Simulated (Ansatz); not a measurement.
**EuS2, relaxed from a fluorite start to space group I4/mmm (read at 0.02 Å)**

Level of theory: DFT, PBE+U (U_eff = 6 eV on Eu 4f), scalar-relativistic, collinear spin; plane waves to 420 eV with PAW datasets (Ansatz 0.2.0), 8×8×4 k-mesh, Gaussian smearing of 0.05 eV; PAW files: Ansatz's generated set soft_2.

```xyz
6
Lattice="0.0000 3.0021 3.0021 8.3400 3.0021 3.0021 8.3400 6.0043 0.0000" Properties=species:S:1:pos:R:3 pbc="T T T"
Eu    0.0000    0.0000    0.0000
S     2.0853    1.5011    1.5011
S     6.2546    4.5032    4.5032
Eu    4.1700    3.0021    0.0000
S     6.2546    4.5032    1.5011
S    10.4253    7.5054    4.5032
```

The structure was built from a prototype; whether the compound forms in it isn't claimed.

Magnetic state: antiferromagnetic, site spin moments Eu 6.81, -6.81 μB.

The cell is relaxed to zero pressure at this level.

Path: Γ–X–P–N–Γ–M–S | S0–Γ | X–R | G–M, with Γ = (0.000, 0.000, 0.000), X = (0.500, 0.500, 0.000), P = (0.500, 1.000, 0.500), N = (0.500, 1.000, 1.000), M = (0.000, 1.000, 1.000), S = (0.370, 1.370, 1.370), S0 = (0.630, 0.630, 0.630), R = (0.630, 0.630, 0.259), G = (0.370, 1.370, 1.000) in reciprocal vectors of the calculation's cell.

The run's cell is 2 times the crystal's primitive cell, to hold the magnetic order, so the bands are folded: in its zone Γ = M, S = S0, which the primitive cell's zone keeps apart.

Q: Is it a metal or an insulator, and if it has a gap, where are the band edges on this path?

A: A metal: bands cross the Fermi level.

Bands as a text map, energy in eV from the Fermi level (dashes), each leg drawn with the same width, + spin up, o spin down, # both:
```
  2.86 |    #      ###  ##      # #    ##     #   ##     #       #######  #  
  2.57 |## # ###### ####           ####  #####   #     #  ####### ###      ##
  2.29 |      ######             #     ##       #       #   ######      #    
  2.00 |  #                       #   #  #    ##                         #   
  1.71 |##     ########            ###    ####           ######           ###
  1.43 |     ###########                                    ##########       
  1.14 |   ##############                                   ############     
  0.86 |####  #         #          ##########             ##   ###     ######
  0.57 | ##              #         #  ####   #           #       ##      ##  
  0.29 |##   #                    ####    #####          ###       ##     ###
  0.00 |##---#------------#------##-#------#-####-------##-#---------#----#o#
 -0.29 | #                 #    ## # ##  ## ## ###     ####               #+ 
 -0.57 |  # #              ## #####    ##     ###########             # ##   
 -0.86 |   #                #####               ########               ##    
 -1.14 |#####################################################################
 -1.43 |##################### ###################### # ######################
 -1.71 |####                #### ###########################           ######
 -2.00 |   ##            ########      ##       ########              ##     
 -2.29 |##################   ##########  #######     #  #####################
 -2.57 |###  #          ### # #### ###    ##################      ###  ## ###
 -2.86 |    #             #######     #  #      ########             ##  #   
 -3.14 | ## #              # ######    ##    #####  # ####            #  ##  
 -3.43 |## # #                  ################# ##    ####         # #  ###
 -3.71 |###               #      ############## ##     # ###      ###   #####
 -4.00 |  #######       ##        #   #  #    ##        #   ######   #####   
 -4.29 |##   #############         ###    ####           ############# #  ###
 -4.57 |    #           #                                        ##  ##      
 -4.86 |     ###########                                    #########        
        Γ      X      P      N      Γ      M      SS       ΓX      RG       M
```

These numbers lack spin–orbit coupling. The run wasn't fully tested for a lower electronic state. Site moments are of spin, integrated over atomic spheres. A U of this size is made for insulators; in a metal, as here, it tends to take f weight out of the bonding and to swell the cell.
